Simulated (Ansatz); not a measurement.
The calculation used DFT PBE, scalar-relativistic, plane waves, PAW in Ansatz 0.2.0. All cells share a 420 eV cutoff and Γ-centred k meshes spaced at most about 0.3 Å⁻¹ (2π included). No spin polarisation in the final relaxations.

All energies are static (0 K, no zero-point motion). All come from trial cells, and lower structures may exist.

Problem. Which of these relaxed structures of ZnIn2Cl4 is the lowest in energy?
A.

```
CELL_PARAMETERS angstrom
6.29164 0.00000 0.00000
-2.77609 5.68074 0.00000
-1.93482 -2.69992 6.50127
ATOMIC_POSITIONS crystal
Zn 0.99279 0.04405 0.00108
In 0.10541 0.44577 0.64532
In 0.45752 0.77702 0.35516
Cl 0.03247 0.89497 0.70663
Cl 0.95890 0.39385 0.99006
Cl 0.61201 0.75138 0.00494
Cl 0.34090 0.19296 0.29681
```

B.

```
CELL_PARAMETERS angstrom
-2.53437 2.53437 7.76932
2.53437 -2.53437 7.76932
2.53437 2.53437 -7.76932
ATOMIC_POSITIONS crystal
Zn 0.00000 0.00000 0.00000
In 0.36189 0.36189 0.00000
In 0.63811 0.63811 0.00000
Cl 0.84644 0.84644 0.00000
Cl 0.00000 0.50000 0.50000
Cl 0.50000 0.00000 0.50000
Cl 0.15357 0.15357 0.00000
```

Solution. A. It has space group P1 (No. 1); the next, B, with the K2NiF4 type, space group I4/mmm (No. 139), lies 58 meV/atom higher. Counting Cl atoms around In and Zn (those within 1.25 times the shortest such distance or 1.15 times the sum of covalent radii; a plus sign parts nearer from farther groups; the shortest distance is added where it is long for a bond; a slash parts the counts of unlike sites), the lowest has Zn 4, In 3+1 from 2.9 Å/5 from 3.0 Å and the next has Zn 6, In 9 from 3.2 Å.

Cells relaxed within their symmetry can be saddle points. The P1 cell of ZnIn2Cl4 came from shaking the I4/mmm one. Some structure types and database cells were kept out of the candidates from the start, so a known form may be missing.
